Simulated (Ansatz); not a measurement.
Y (dhcp (α-La type), P6_3/mmc) under volume change, DFT-PBE in the program Ansatz with PAW potentials, shape and atoms relaxed at each volume.

```json
[
 {"V (Å³/atom)": "29.544", "E − E(relaxed) (meV/atom)": "…", "P (GPa)": "…"},
 {"V (Å³/atom)": "30.518", "E − E(relaxed) (meV/atom)": "15.7", "P (GPa)": "2.70"},
 {"V (Å³/atom)": "31.492", "E − E(relaxed) (meV/atom)": "3.8", "P (GPa)": "1.26"},
 {"V (Å³/atom)": "32.466", "E − E(relaxed) (meV/atom)": "0.0", "P (GPa)": "0.00"},
 {"V (Å³/atom)": "33.440", "E − E(relaxed) (meV/atom)": "3.5", "P (GPa)": "-1.11"},
 {"V (Å³/atom)": "34.414", "E − E(relaxed) (meV/atom)": "13.3", "P (GPa)": "-2.10"},
 {"V (Å³/atom)": "35.388", "E − E(relaxed) (meV/atom)": "…", "P (GPa)": "…"}
]
```

Problem. What belongs in the gaps?

Solution. 
- 29.544, E − E(relaxed) (meV/atom): 37.0
- 29.544, P (GPa): 4.32
- 35.388, E − E(relaxed) (meV/atom): 28.7
- 35.388, P (GPa): -2.96

Problem. What does a third-order Birch–Murnaghan fit give for V₀, B₀ and B′?

Solution. V₀ = 32.47 Å³/atom, B₀ = 39.5 GPa, B′ = 3.2.

The first step of the workflow began from a Materials Project structure, measured or hypothetical. Its sites differ from those of the usual phase in this space group: another stacking or structure type. The cell was relaxed with PBE under the symmetry of its start; whether a distortion lowers the energy is not shown. The workflow began spin-polarised and lost its moments. Spin–orbit coupling is left out wherever it is not named.

Potentials: the later of the program's two PAW sets.
